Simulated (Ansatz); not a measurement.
Data sheet: W₂N₃ (DFT)

W2N3:
```
CELL_PARAMETERS angstrom
      2.89019     0.00000     0.00000
     -1.44510     2.50298     0.00000
      0.00000     0.00000    15.50787
ATOMIC_POSITIONS crystal
  W  0.66667 0.33333 0.15594
  W  0.33333 0.66667 0.84406
  W  0.33333 0.66667 0.65594
  W  0.66667 0.33333 0.34406
  N  0.66667 0.33333 0.91540
  N  0.33333 0.66667 0.08460
  N  0.33333 0.66667 0.41540
  N  0.66667 0.33333 0.58460
  N  0.66667 0.33333 0.75000
  N  0.33333 0.66667 0.25000
```

Space group P6_3/mmc (No. 194); conventional cell a = b = 2.8902 Å, c = 15.5079 Å, α = β = 90.00°, γ = 120.00°.

Method: r²SCAN+D4 (plane waves, PAW; program Ansatz). The cell and atoms are relaxed at this level. Other levels are named where they apply.

### Cell and energy

Volume per atom: 11.22 Å³
Density: 12.13 g/cm³
Formation energy from the elements (no fitted shifts): -0.21 eV/atom

### Electronic structure

* **Electronic character**: metallic (no gap)
* **Density of states at the Fermi level**: 0.38 states/eV per atom (mean over ±0.08 eV)
* **Gap with spin–orbit coupling**: none (metallic)

### Mechanics

Elastic constants (relaxed ions, GPa): C11 = 573, C12 = 210, C13 = 16.0, C33 = 87.1, C44 = -0.8
Mechanical stability: marginal (the smallest eigenvalue of C is near zero)

### Phonons

- Highest zone-centre frequency: 712 cm⁻¹
- Zone-centre stability: no imaginary mode at Γ

### Charges

- Bader charges: W +1.93, N -1.54 to -1.16 e

The first step of the workflow began from a Materials Project structure, measured or hypothetical; the Crystallography Open Database copy checked does not list it. Its standing as an ambient phase is unchecked. The r²SCAN+D4 relaxation kept the symmetry of its start. The run is not spin-polarised. As this level gives no gap, shear constants depend on the k-mesh and smearing (Fermi–Dirac, 0.1 eV here). As this level gives no gap, phonon frequencies hold no LO–TO term and depend on the k-mesh and smearing (Fermi–Dirac, 0.1 eV here). The references are the lowest solids computed at this level, not always the standard phases (solids in place of the gases). Scalar-relativistic: spin–orbit coupling is off unless named, which matters more the heavier the elements.

Potentials: the later of the program's two PAW sets.
